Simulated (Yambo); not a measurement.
A G0W0@PBE run in Yambo for CdSe (zinc blende, space group F-43m, No. 216) under isotropic strain of -3 % on all lattice vectors (4×4×4 Γ-centred k mesh, bands 14 to 259 and a 15 Ry block in the screening, 259 bands in G with the Bruneval-Gonze terminator, plasmon pole fitted at 27.2 eV) gives these matrix elements, in eV, at the band edges (Γ → Γ):

```csv
state,E0,<Vxc>,<Σx>,<Σc(E0)>,Z
valence edge,0.000,-16.573,-19.139,1.663,0.798
conduction edge,0.793,-11.949,-8.220,-3.664,0.817
```

Q: Solve the linearised quasiparticle equation for both states, give the gap, and say how exchange and correlation each act on it.

A: E = E0 + Z(Σx + Σc − Vxc). Valence: 0.000 + 0.798 × (-19.139 + (1.663) − (-16.573)) = -0.72 eV. Conduction: 0.793 + 0.817 × (-8.220 + (-3.664) − (-11.949)) = 0.85 eV. The gap is 1.57 eV, against 0.79 eV in PBE. Replacing Vxc by bare exchange alone would open it by 6.29 eV; correlation takes back 5.33 eV of that, and Z scales what is left. Convergence of the G0W0 settings was not tested. Spin-orbit splittings are left out.

Geometry strained from the cell relaxed with PBEsol, atoms relaxed again; primitive cell a = 4.1722 Å, b = 4.1722 Å, c = 4.1722 Å, α = 60.00°, β = 60.00°, γ = 60.00°.

The potentials are those of PseudoDojo's stringent table.
